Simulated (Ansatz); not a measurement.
What a trial cell of InO5 relaxes into

These are results of DFT PBE, scalar-relativistic, plane waves, PAW (Ansatz), not measurements. Cutoff 420 eV, Gaussian smearing, Γ-centred meshes. Cell and atoms relax first on a coarse mesh and then on a finer one. In between, the cell is made exact in the group found at 0.06 Å. In metals the finer mesh still leaves noise of several meV/atom or more. The steps can't lower the symmetry of their start. Collinear spin is switched on along the way, since trial moments persisted in a coarse test.

The guess for InO5 was made by a generator: random cell by space group and Wyckoff sites (F-43m, No. 216). Lengths were set from tabulated atomic sizes, so they are only a guess.

```
In O
1.0
     0.00000    3.45096    3.45096
     3.45096    0.00000    3.45096
     3.45096    3.45096    0.00000
In O
1 5
Direct
  0.50000 0.50000 0.50000
  0.25000 0.25000 0.25000
  0.83127 0.83127 0.83127
  0.83127 0.83127 0.50620
  0.83127 0.50620 0.83127
  0.50620 0.83127 0.83127
```

Formation energies are uncorrected and refer to the elements' standard structures at the same level (O₂ as a molecule).

**Question.** Where does the relaxation end?

**Answer.** The symmetry stays F-43m (No. 216). The volume per atom shrinks by 29.1 %, from 13.7 to 9.7 Å³. The shortest distance goes from 1.59 Å (O–O) to 2.17 Å (O–O). The energy falls by about 0.81 eV/atom (the start's value is from the coarse mesh). The end is written in a standard setting, so origin, axes and order of atoms can differ from the start's. Conventional cell: a = 6.153 Å. In is surrounded by 16 O at 2.55–2.66 Å; around O on a site of symmetry -43m lie 12 O at 2.55 Å and 4 In at 2.66 Å; around O on a site of symmetry 3m lie 6 O at 2.17–2.19 Å, 3 O at 2.55 Å and 3 In at 2.55 Å.

```yaml
crystal:
  lattice:
    - [0.00000, 3.07652, 3.07652]
    - [3.07652, 0.00000, 3.07652]
    - [3.07652, 3.07652, 0.00000]
  atoms:
    - { symbol: In, position: [0.50000, 0.50000, 0.50000] }
    - { symbol: O, position: [0.75000, 0.75000, 0.75000] }
    - { symbol: O, position: [0.12441, 0.12441, 0.62676] }
    - { symbol: O, position: [0.62676, 0.12441, 0.12441] }
    - { symbol: O, position: [0.12441, 0.12441, 0.12441] }
    - { symbol: O, position: [0.12441, 0.62676, 0.12441] }
```

**Question.** Give its energy and gap.

**Answer.** The formation energy is +1.14 eV/atom, the gap on the 10×10×10 mesh of the 6-atom cell is 0 eV (a metal) and the net moment per atom is 0.49 μB. The moment by site is O 1.2, 0.4 (×4) μB.

It can't be a ground state, since the elements alone are lower.

The last run used collinear spin and Gaussian smearing of 0.10 eV. The magnetic state reached may not be the lowest. A structure relaxed within its symmetry needn't be a true minimum. Another cell of InO5 relaxed alike, in P6/mmm, lies 0.38 eV/atom lower, so this cell isn't the stable form at this level. Site moments count only spheres around the atoms; the net moment includes the space between them.
